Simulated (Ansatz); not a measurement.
A band-structure calculation of Al2BN3 as one 6-atom ordering on the zincblende lattice with Ansatz 0.2.0, at the level PBE. The cell was relaxed beforehand with r2SCAN.

```yaml
crystal:
  lattice:
    - [-1.4462799754, 1.4462799754, 6.3312512779]
    - [1.4462799754, -1.4462799754, 6.3312512779]
    - [1.4462799754, 1.4462799754, -6.3312512779]
  atoms:
    - { symbol: B, position: [0.0, 0.0, 0.0] }
    - { symbol: "N", position: [0.4324122879, 0.9324122879, 0.5] }
    - { symbol: Al, position: [0.3410268273, 0.3410268273, 0.0] }
    - { symbol: "N", position: [0.75, 0.25, 0.5] }
    - { symbol: Al, position: [0.6589731727, 0.6589731727, 0.0] }
    - { symbol: "N", position: [0.0675877121, 0.5675877121, 0.5] }
kpoints:
  mp_grid: { grid: [12, 12, 12] }
  band_path:
    path:
      - [[0.0, 0.0, 0.0], [1.224525902305e-17, -1.224525902305e-17, 0.5], [0.25, 0.25, 0.25], [1.783376941548e-17, 0.5, -1.783376941548e-17], [0.0, 0.0, 0.0], [0.5, 0.5, -0.5], [0.2630456479446, 0.7369543520554, -0.2630456479446]]
      - [[-0.2630456479446, 0.2630456479446, 0.2630456479446], [0.0, 0.0, 0.0]]
      - [[1.224525902305e-17, -1.224525902305e-17, 0.5], [-0.02609129588928, 0.02609129588928, 0.5]]
      - [[0.5, 0.5, -0.02609129588928], [0.5, 0.5, -0.5]]
    npoints: 10
hamiltonian:
  xc: pbe
scf:
  occupations: { method: fermi_dirac, width: 0.02 }
  n_extra_bands: 5
output:
  forces: true
  stress: true
  eigenvalues: true
```

In the abridged output below, numbers in square brackets stand for lines, or ends of lines, that were taken out.
```
scf.n_extra_bands = 5 over 12 filled bands (N_el = 24.0): the run solves 17 bands
Pseudopotential: B, paw, valence charge 3, recommended cutoff 420 eV (normal)
Pseudopotential: N, paw, valence charge 5, recommended cutoff 420 eV (normal)
Pseudopotential: Al, paw, valence charge 3, recommended cutoff 420 eV (normal)
Functional definition: PBE
Crystal: 6 atoms, lattice volume = 52.973 Å³
Basis set: ecut = 420 eV, 1041 PW (Γ), FFT grids on a1+a3, a2+a3, a3
[1]
SCF 1 converged in 6 iterations: F = -2389.041632 eV  dr2 = 2.80e-9
Free energy (F): -2389.041632 eV
[2]
--- Per-component energies (eV) ---
  E_band       = 55.333861
  E_kinetic    = 500.461314
  E_local      = -660.241379
  E_nonlocal   = 168.116547
  E_hartree    = 223.432874
  E_xc         = -296.140361
  E_vxc        = -330.811687
  E_paw        = -1396.957703
  E_vpaw       = -69.056926
  E_ewald      = -927.713213
--- Forces (eV/Å), atoms counted from 1 ---
[3]
--- Stress (GPa, compression-positive) ---
        4.342550       0.000000       0.000000
        0.000000       4.342550       0.000000
        0.000000       0.000000       5.243639
  P = ⅓ Tr σ = 4.6429 GPa (46.429 kbar)
--- Band table (eV; the first three rows and the last of 163) ---
[4]
```

The rows of the band table are 0: (0, 0, 0) = Γ, 1: (0, 0, 0.083), 2: (0, 0, 1/6), 162: (-1/2, -1/2, -1/2) = M.

**Question.** What stood in the gaps? They hold the Fermi energy and the band table, the forces, the symmetry found.

**Answer.**
```
[1]
Symmetry: 8 space group operations
Space group: I-4m2 (ITA 119)
[2]
Fermi energy:    9.885200 eV
[3]
  atom   1  B       0.00000      0.00000      0.00000
  atom   2  N       0.00000      0.00000      0.24845
  atom   3  Al      0.00000      0.00000    -0.02080
  atom   4  N       0.00000      0.00000      0.00000
  atom   5  Al      0.00000      0.00000      0.02080
  atom   6  N       0.00000      0.00000    -0.24845
[4]
  k-point 0: bands = […, 4.9248, 6.9954, 6.9954, 8.0783, 8.3607, 8.3607, 12.4204, 12.8884, 13.4984, 16.5135, …]
  k-point 1: bands = […, 5.0617, 6.6748, 6.7898, 7.7991, 7.9317, 8.1791, 12.9755, 13.5098, 14.0198, 17.0150, …]
  k-point 2: bands = […, 5.2445, 5.9708, 6.2857, 6.8679, 7.3812, 7.8489, 14.3782, 14.4698, 14.9869, 17.5758, …]
  k-point 162: bands = […, 5.8118, 6.5511, 7.2463, 7.2463, 8.1138, 8.1138, 11.3927, 14.0541, 15.0146, 16.6525, …]
```
Only the leading digits can be foreseen; the rest is this run's record.

PBE gives an indirect gap of 3.02 eV, from Γ to X; the least direct gap is 3.28 eV at M. The lowest empty level at M lies only 13 meV higher, so the place of the conduction bottom isn't settled. Edges are sought over the mesh and the listed points. With the atoms held, the mean pressure is +4.64 GPa (compression positive). The largest force is 0.25 eV/Å.

Run as `ansatz run input.yaml --threads 4 --pin off --max-ram 6451MiB --backend cpu --events-out ev --progress --plain --runs-dir out`. Wall time 6.1 s on 4 threads of Arm Neoverse V1 (shared host); peak host memory 0.4 GiB.

Note: simulated data, non-magnetic, for a generated structure that need not be the stable one.
